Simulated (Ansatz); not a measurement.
A distorted cell of BaTiO3 (cubic perovskite):

```
CELL_PARAMETERS angstrom
      4.01946     0.00000     0.00000
      0.00000     4.01946     0.00000
      0.00000     0.00000     4.01946
ATOMIC_POSITIONS crystal
  Ba 0.00000 0.00000 0.00000
  Ti 0.50000 0.50000 0.50000
  O  0.98010 0.50000 0.50000
  O  0.50000 0.50000 0.00000
  O  0.50000 0.00000 0.50000
```

Level of theory: PBE (plane waves to 420 eV, PAW, scalar-relativistic; Ansatz, a first-principles code). k mesh 7×7×7 (Γ-centred), Fermi-Dirac smearing 0.05 eV. The energy includes the smearing's −TS. Compression counts positive. BaTiO3 is run without spin polarisation. BaTiO3 was relaxed with its symmetry unable to fall. The PAW data are Ansatz's earlier set. This is a high-temperature form of BaTiO3.

Task: Predict the force on every atom, in eV/Å.

Result: 
```json
[
 {"atom": "Ba1", "Fx": "-0.101", "Fy": "0.000", "Fz": "0.000"},
 {"atom": "Ti2", "Fx": "0.442", "Fy": "0.000", "Fz": "0.000"},
 {"atom": "O3", "Fx": "0.378", "Fy": "0.000", "Fz": "0.000"},
 {"atom": "O4", "Fx": "-0.359", "Fy": "0.000", "Fz": "0.000"},
 {"atom": "O5", "Fx": "-0.359", "Fy": "0.000", "Fz": "0.000"}
]
```

Task: What is the stress tensor (GPa)?

Result: 
```
   0.88     0.00     0.00
   0.00     0.24     0.00
   0.00     0.00     0.24
```
The pressure, a third of the trace, is 0.45 GPa.

Task: In it atom 3 sits (-0.080, 0.000, 0.000) Å away from its relaxed site. What is its energy relative to the relaxed cell?

Result: 14.2 meV/cell.

(A displaced cell: forces are minus the slopes of the energy, force constants its curvatures, and phonons follow from these.)
